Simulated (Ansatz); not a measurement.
KTaO3:
```xyz
5
Lattice="4.0244 0.0000 0.0000 0.0000 4.0244 0.0000 0.0000 0.0000 4.0244" Properties=species:S:1:pos:R:3 pbc="T T T"
K      2.0122     2.0122     2.0122
O      2.0122     0.0000     0.0000
O      0.0000     2.0122     0.0000
O      0.0000     0.0000     2.0122
Ta     0.0000     0.0000     0.0000
```

Relaxed with PBE. Special points in fractions of this cell's reciprocal vectors: Γ (0.000, 0.000, 0.000); X (0.000, 0.500, 0.000); M (0.500, 0.500, 0.000); R (0.500, 0.500, 0.500).

**Question.** List the band energies nearest the valence-band maximum at these points for PBE (plane waves, PAW; program Ansatz).

**Answer.** In eV from the valence-band maximum; about four levels below and three above (degenerate sets whole), none deeper than 8.9 eV; points with the same levels are listed once.

```csv
k,below,above
Γ,-1.01 -1.01 -1.01 -0.62 -0.62 -0.62,2.16 2.16 2.16
X,-2.06 -1.44 -0.83 -0.83,2.31 4.87 4.87
M,-1.68 -1.39 -1.39 -0.04,4.91 4.91 6.15
R,-3.80 -3.80 -3.80 0.00 0.00 0.00,6.27 6.27 6.27
```

Space group Pm-3m (cubic perovskite). Symmetry was held in the PBE relaxation. At this level the phase is dynamically unstable (imaginary phonons). The run is not spin-polarised. Spin–orbit coupling is left out wherever it is not named.

Potentials: the later of the program's two PAW sets.
